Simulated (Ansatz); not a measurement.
# Data sheet: Te4Mo3 (DFT)

Te4Mo3:
```cif
data_Mo18Te24
_chemical_formula_sum 'Te24 Mo18'
_space_group_name_H-M_alt 'R-3 :H'
_space_group_IT_number 148
_space_group_name_Hall '-R 3'
_cell_length_a 10.37106
_cell_length_b 10.37106
_cell_length_c 11.92434
_cell_angle_alpha 90.000
_cell_angle_beta 90.000
_cell_angle_gamma 120.000
loop_
_atom_site_label
_atom_site_type_symbol
_atom_site_symmetry_multiplicity
_atom_site_Wyckoff_symbol
_atom_site_fract_x
_atom_site_fract_y
_atom_site_fract_z
_atom_site_occupancy
Te1 Te 6 c 0.00000 0.00000 0.28503 1
Te2 Te 18 f 0.02848 0.32406 0.08698 1
Mo1 Mo 18 f 0.15496 0.14177 0.09502 1
```
(The calculation used a cell of 14 atoms; values per cell refer to that cell.)

Space group R-3 (No. 148); conventional cell a = b = 10.3711 Å, c = 11.9243 Å, α = β = 90.00°, γ = 120.00°.

Method: the program Ansatz at the r²SCAN level (PAW). Geometry: relaxed at this level of theory. Other levels are named where they apply.

### Cell and energy

* **Volume per atom**: 26.45 Å³
* **Density**: 7.16 g/cm³
* **Formation energy from the elements (no fitted shifts)**: -0.30 eV/atom

### Electronic structure

- Electronic character = metallic (no gap)
- Density of states at the Fermi level = 0.20 states/eV per atom (mean over ±0.08 eV)
- Gap with spin–orbit coupling = none (metallic)

### Mechanics

- Bulk modulus (Birch–Murnaghan fit) = 36.0 GPa
- Pressure derivative B′ = 6.1

### Charges

- Bader charges = Te -0.47 to -0.35, Mo +0.58 e

The first step of the workflow began from a Materials Project structure, measured or hypothetical; the Crystallography Open Database files this formula in space group No. 148, but the cells were not matched. Whether it is the stable phase at ambient conditions was not checked. Symmetry was held in the r²SCAN relaxation; its stability against distortions is not shown here. The run is not spin-polarised. The references are the lowest solids computed at this level, not always the standard phases. Scalar-relativistic: spin–orbit coupling is off unless named, which matters more the heavier the elements.

Potentials: the later of the program's two PAW sets.
